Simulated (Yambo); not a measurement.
G0W0@PBEsol for Ag₂S (space group P2_1/m, No. 11) in Yambo. Reference settings: 4×2×4 Γ-centred k mesh, bands 17 to 155 and a 6 Ry block in the screening, 155 bands in G with the Bruneval-Gonze terminator, plasmon pole fitted at 27.2 eV. The PBEsol gap (0, 0, -0.5) → Γ on this mesh is 1.10 eV; G0W0 gaps are taken between the same points.

The settings were changed. The gap went from 1.90 eV to 1.93 eV, and the shift of the valence edge from -0.40 eV to -0.35 eV.

### Question
Name the change that produced these shifts.
(A) 110 bands in G, no terminator
(B) 2×1×2 mesh
(C) pole fitted at 15 eV
(D) 77 bands in W, 77 bands in G

### Answer
C, pole fitted at 15 eV. The others gave (gap, valence shift): 77 bands in W, 77 bands in G: 2.16, -0.21 eV; 110 bands in G, no terminator: 1.79, -0.03 eV; 2×1×2 mesh: 1.73, -0.24 eV.

Spin-orbit coupling is not included.

Geometry of the Materials Project entry, not relaxed at this level; primitive cell a = 4.2218 Å, b = 7.4048 Å, c = 4.2336 Å, α = 90.00°, β = 111.80°, γ = 90.00°.

The structure is a Materials Project entry; no match was found in the copy of COD used, and its stability was not checked.

A shift is the quasiparticle energy of the state minus its PBEsol energy.
